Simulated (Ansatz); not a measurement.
An elastic tensor (GPa, Voigt order, standard axes) from the program Ansatz at the LDA level (PAW):

```
 147  12.6  12.4   0.0   0.0   0.0
12.6   148  12.0   0.0   0.0   0.0
12.4  12.0   148   0.0   0.0   0.0
 0.0   0.0   0.0   7.4   0.0   0.0
 0.0   0.0   0.0   0.0   7.4   0.0
 0.0   0.0   0.0   0.0   0.0   7.4
```

Question: Which compound is it?
A) BaZrS3, Pnma (Ba on 4c, Zr on 4a, S on 4c, S on 8d)
B) SiO2, Ama2 (Si on 8c, O on 4a, O on 8c, O on 4b)
C) Bi, Pmma (Bi on 2e)

Answer: C, Bi, Pmma (Bi on 2e)

The first step of the workflow began from a Materials Project structure, measured or hypothetical; the Crystallography Open Database copy checked does not list it. It is not the phase usual at ambient conditions (space group No. 166). The LDA relaxation kept the symmetry of its start; of distortions, only those at the zone centre were tested. As this level gives no gap, shear constants depend on the k-mesh and smearing (Fermi–Dirac, 0.1 eV here). Spin–orbit coupling is left out wherever it is not named.

Potentials: the later of the program's two PAW sets.
